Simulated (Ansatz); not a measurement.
Ansatz input

```yaml
crystal:
  lattice:
    - [0.0, 2.4255814099, 2.4255814099]
    - [2.4255814099, 0.0, 2.4255814099]
    - [2.4255814099, 2.4255814099, 0.0]
  atoms:
    - { symbol: Ni, position: [0.0, 0.0, 0.0], spin: -0.533 }
    - { symbol: Ni, position: [0.5, 0.5, 0.5], spin: -0.533 }
hamiltonian:
  xc: blyp
  pseudopotentials:
    kind: paw
    azcp:
      Ni: "pseudopotentials/Ni.paw.azcp"
basis:
  ecutwfc: 420
  fft_grid_basis: typed
kpoints:
  mp_grid: { grid: [13, 13, 13], shift: [0, 0, 0] }
magnetization:
  spin_polarized: true
scf:
  occupations: { method: fermi_dirac, width: 0.05 }
  lower_state_search: "off"
output:
  stress: true
```

and its output:

```
Engine: ansatz 0.2.0, aarch64-unknown-linux-gnu
Pseudopotentials: kind: paw
Pseudopotential: Ni, paw, valence charge 18, recommended cutoff 420 eV (normal) 
Functional definition: BLYP
  parameter beta = 0.0042
  parameter a = 0.04918
  parameter b = 0.132
  parameter c = 0.2533
  parameter d = 0.349
  exchange = b88_x(beta = beta)
  correlation = lyp_c(a = a, b = b, c = c, d = d)
Crystal: 2 atoms, lattice volume = 28.542 Å³
Basis set: ecut = 420 eV, 537 PW (Γ), exchange–correlation on 48×48×48 points (8 copies of the dense FFT grid, shifted against one another)
Bands: 23, of which v1, the nominal top of the filled ones, is band 18 counted from 1 (17 counted from 0)
Symmetry: 96 space group operations
Space group: Pm-3m (ITA 221), of the structure as read, at distance tolerance 3.1e-5 Å
Magnetic group: BNS 221.92 (UNI 1594), of the structure as read, at distance tolerance 3.1e-5 Å
k-points: 84 of 2197
Non-local potential: Ni, projectors of the file, l = 0: 3, l = 1: 2, l = 2: 3, l = 3: 1
PAW form: soft (Blöchl's): semilocal exchange-correlation on the pseudo side does not see the compensation charge
PAW frozen core: Ni, regenerated for the run's functional, and the local potential with it (the file was generated under x = pbe(κ = 0.804, μ = 0.2195149727645171), c = pbe(β = 0.06672455060314922))
PAW one-centre angular grid: Ni, 590 points (default); XC on 64 Gauss nodes
Initial density: superposition of atomic densities (chi_scale 0.1, normalization cell)
Starting moments: Σ|m| = 1.066 μB on 2 of 2 sites
Initial wavefunctions: pseudopotential atomic-orbital guess
Functional: x = b88, c = lyp
SCF iter   1: F=—  HF=-11695.955780 eV  |F-HF|=—  |Δ(HF+E_count)|=         —  Δρ=7.03e-2 (↑7.03e-2 ↓6.99e-2)  dr2=3.59e0  dr2_m=3.45e-3  M=-0.888 μB ∫|m|=0.912 μB  β_m=0.30  ethr=3.10e-3  ⟨swp⟩=5.4  Hψ=14635  notcnv=0
spin=Collinear: Kerker preconditioning applied to the charge; magnetization (m = ρ↑ − ρ↓) channel mixes plain (no charge-response kernel on spin).
SCF iter   2: F=—  HF=-11695.541938 eV  |F-HF|=—  |Δ(HF+E_count)|=   4.14e-1  Δρ=1.89e-2 (↑1.07e-2 ↓1.89e-2)  dr2=1.82e-1  dr2_m=1.40e-2  M=-1.009 μB ∫|m|=1.028 μB  β_m=1.00  ethr=3.10e-3  ⟨swp⟩=2.2  Hψ=7515  notcnv=0  defer=15
SCF iter   3: F=—  HF=-11695.489454 eV  |F-HF|=—  |Δ(HF+E_count)|=   5.25e-2  Δρ=1.36e-2 (↑1.00e-2 ↓1.36e-2)  dr2=1.56e-1  dr2_m=1.35e-3  M=-1.017 μB ∫|m|=1.058 μB  β_m=1.00  ethr=5.07e-4  ⟨swp⟩=2.0  Hψ=5195  notcnv=0  defer=15
SCF iter   4: F=—  HF=-11695.423790 eV  |F-HF|=—  |Δ(HF+E_count)|=   6.57e-2  Δρ=1.43e-2 (↑1.43e-2 ↓6.73e-3)  dr2=6.14e-2  dr2_m=4.35e-3  M=-1.071 μB ∫|m|=1.117 μB  β_m=1.00  ethr=4.33e-4  ⟨swp⟩=2.0  Hψ=6332  notcnv=0  defer=15
SCF iter   5: F=—  HF=-11695.437137 eV  |F-HF|=—  |Δ(HF+E_count)|=   1.33e-2  Δρ=9.16e-3 (↑9.16e-3 ↓5.88e-3)  dr2=3.31e-2  dr2_m=8.57e-4  M=-1.093 μB ∫|m|=1.143 μB  β_m=1.00  ethr=1.71e-4  ⟨swp⟩=2.0  Hψ=5656  notcnv=0  defer=15
SCF iter   6: F=—  HF=-11695.435065 eV  |F-HF|=—  |Δ(HF+E_count)|=   2.07e-3  Δρ=4.60e-3 (↑2.72e-3 ↓4.60e-3)  dr2=6.35e-3  dr2_m=3.38e-4  M=-1.107 μB ∫|m|=1.157 μB  β_m=0.30  ethr=9.19e-5  ⟨swp⟩=2.0  Hψ=6356  notcnv=0  defer=15
Mixer restart at iter 6: flushing history
spin-set hold released at iteration 6 (site moments contracting): the magnetisation degrees of freedom join the quasi-Newton model from the next iteration; the mixer history was flushed
SCF iter   7: F=—  HF=-11695.442521 eV  |F-HF|=—  |Δ(HF+E_count)|=   7.46e-3  Δρ=4.25e-3 (↑1.16e-3 ↓4.25e-3)  dr2=3.38e-3  dr2_m=9.55e-4  M=-1.121 μB ∫|m|=1.173 μB  β_m=0.62  ethr=1.76e-5  ⟨swp⟩=2.3  Hψ=4994  notcnv=0  defer=15
SCF iter   8: F=—  HF=-11695.450552 eV  |F-HF|=—  |Δ(HF+E_count)|=   8.03e-3  Δρ=4.86e-3 (↑1.34e-3 ↓4.86e-3)  dr2=2.56e-3  dr2_m=2.40e-3  M=-1.177 μB ∫|m|=1.238 μB  β_m=0.82  ethr=9.38e-6  ⟨swp⟩=2.0  Hψ=7622  notcnv=0  defer=15
SCF iter   9: F=—  HF=-11695.451968 eV  |F-HF|=—  |Δ(HF+E_count)|=   1.42e-3  Δρ=6.53e-3 (↑6.53e-3 ↓1.54e-3)  dr2=9.05e-3  dr2_m=1.84e-3  M=-1.216 μB ∫|m|=1.285 μB  β_m=0.91  ethr=7.12e-6  ⟨swp⟩=2.1  Hψ=7252  notcnv=0  defer=13
SCF iter  10: F=—  HF=-11695.450926 eV  |F-HF|=—  |Δ(HF+E_count)|=   1.04e-3  Δρ=1.69e-3 (↑1.69e-3 ↓1.02e-3)  dr2=1.54e-4  dr2_m=4.65e-4  M=-1.245 μB ∫|m|=1.317 μB  β_m=0.70  ethr=7.12e-6  ⟨swp⟩=2.2  Hψ=7020  notcnv=0  defer=6
SCF iter  11: F=—  HF=-11695.451198 eV  |F-HF|=—  |Δ(HF+E_count)|=   2.72e-4  Δρ=6.34e-4 (↑1.95e-4 ↓6.34e-4)  dr2=5.60e-5  dr2_m=2.08e-5  M=-1.284 μB ∫|m|=1.362 μB  β_m=0.98  ethr=4.27e-7  ⟨swp⟩=1.9  Hψ=5757  notcnv=0  defer=5
SCF iter  12: F=—  HF=-11695.451248 eV  |F-HF|=—  |Δ(HF+E_count)|=   4.91e-5  Δρ=1.20e-4 (↑1.20e-4 ↓5.24e-5)  dr2=6.51e-6  dr2_m=4.73e-7  M=-1.296 μB ∫|m|=1.375 μB  β_m=0.99  ethr=1.56e-7  ⟨swp⟩=2.4  Hψ=6412  notcnv=0  defer=5
SCF iter  13: F=—  HF=-11695.451248 eV  |F-HF|=—  |Δ(HF+E_count)|=   6.57e-7  Δρ=3.43e-5 (↑3.43e-5 ↓1.26e-5)  dr2=4.38e-7  dr2_m=4.45e-8  M=-1.297 μB ∫|m|=1.377 μB  β_m=0.99  ethr=1.81e-8  ⟨swp⟩=1.7  Hψ=4426  notcnv=0  defer=5
SCF iter  14: F=-11695.451248 eV  HF=-11695.451248 eV  |F-HF|=8.64e-9  |Δ(HF+E_count)|=   7.99e-8  Δρ=3.64e-6 (↑3.64e-6 ↓2.42e-6)  dr2=4.88e-9  dr2_m=8.27e-10  M=-1.298 μB ∫|m|=1.377 μB  ethr=2.78e-10  ⟨swp⟩=3.0  Hψ=13960  notcnv=0
SCF 1 converged in 14 iterations: F = -11695.451248 eV  dr2 = 4.88e-9
SCF converged after 14 iterations
Magnetization: -1.2977 μB (17.3511 up, 18.6489 down)
Absolute magnetization: 1.3779 μB (∫|ρ↑−ρ↓|, with the PAW one-centre terms)
Spin contamination: 0.0092 ħ² per cell (⟨S²⟩ above its minimum at these occupations)
Per-site moments (μB) at R_I (Å): [(-0.6668234883210065, 1.0005523315837501), (-0.6668234883210065, 1.0005523315837501)]
Free energy (F): -11695.451248 eV
Harris-Foulkes:  -11695.451248 eV  (|F-HF|=8.64e-9)
Internal energy: -11695.413178 eV  (E = F + TS)
E sigma→0 (E₀):  -11695.432213 eV
Entropy (-TS):   -0.038070 eV (-19.035 meV/atom)
Fermi energy:    13.142860 eV
--- Per-component energies (eV) ---
  E_band       = -729.706507
  E_kinetic    = 563.760162
  E_local      = -7947.714544  (includes V_loc(G=0)·N_el)
  E_nonlocal   = 1269.971693
  E_hartree    = 3327.842742
  E_xc         = -163.374548
  E_vxc        = -209.871802  (∫ρ·V_xc dr)
  E_paw        = -3288.506877  (= ΣΔE_a)
  E_vpaw       = -1061.538155  (= ΣTr[D̂ρ^β])
  E_aug_tail   = 0.001026  (compensation charges beyond the density's cutoff)
  E_ewald      = -5457.400506
  E_core_change = 0.007674  (= ΣΔE_core)
  E_smearing   = -0.038070  (= −TS)
  E_closure    = -0.000000  (closes the sum)
  Σ components = -11695.451248   (vs F -11695.451248, Δ=0.00e0)
--- Stress (GPa, compression-positive) ---
       -6.896047      -0.000000       0.000000
       -0.000000      -6.896047       0.000000
        0.000000       0.000000      -6.896047
  P = ⅓ Tr σ = -6.8960 GPa (-68.960 kbar)
```
